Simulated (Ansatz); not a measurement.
# Rh: from a starting cell to a relaxed one

The start is a generated cell, Rh built in the simple-cubic structure type. A full variable-cell relaxation at zero pressure is run with PBEsol (plane waves to 420 eV, PAW, scalar-relativistic; Ansatz, a quantum-chemistry and plane-wave program). The first steps use a coarse 13×13×13 k-mesh.

The start:
```
Rh
1.0
    2.48601     0.00000     0.00000
    0.00000     2.48601     0.00000
    0.00000     0.00000     2.48601
Rh
1
Direct
  0.00000   0.00000   0.00000
```

- Initial pressure = +3.6 GPa (positive: the cell is compressed)
- Outcome = The space group stays Pm-3m (No. 221) (the run could not lower it); the end is simple cubic type, with 1 atom in the primitive cell
- Energy released = under 0.01 eV/atom
- Shortest distances (start → end) = The closest pairs of elements (up to four, under 3.6 Å), start → end: Rh–Rh 2.49 → 2.50 Å
- Band gap at the end = zero (metallic)
- Optimiser moves = 5

It ends as:

```cif
data_Rh
_chemical_formula_sum 'Rh1'
_space_group_name_H-M_alt 'Pm-3m'
_space_group_IT_number 221
_space_group_name_Hall '-P 4 2 3'
_cell_length_a 2.49912
_cell_length_b 2.49912
_cell_length_c 2.49912
_cell_angle_alpha 90.000
_cell_angle_beta 90.000
_cell_angle_gamma 90.000
loop_
_atom_site_label
_atom_site_type_symbol
_atom_site_symmetry_multiplicity
_atom_site_Wyckoff_symbol
_atom_site_fract_x
_atom_site_fract_y
_atom_site_fract_z
_atom_site_occupancy
Rh1 Rh 1 a 0.00000 0.00000 0.00000 1
```

Final values are on a 18×18×18 k-mesh of the relaxed cell. No spin polarisation in the result.

The run could not lose the symmetry of its start, so the end can be a saddle point.

The relaxed structure here is a generated cell of Rh: the first start was made by placing the elements on the sites of a structure type, and the end was not matched to a known phase here, so it may be hypothetical. Known forms of Rh include space group No. 225.
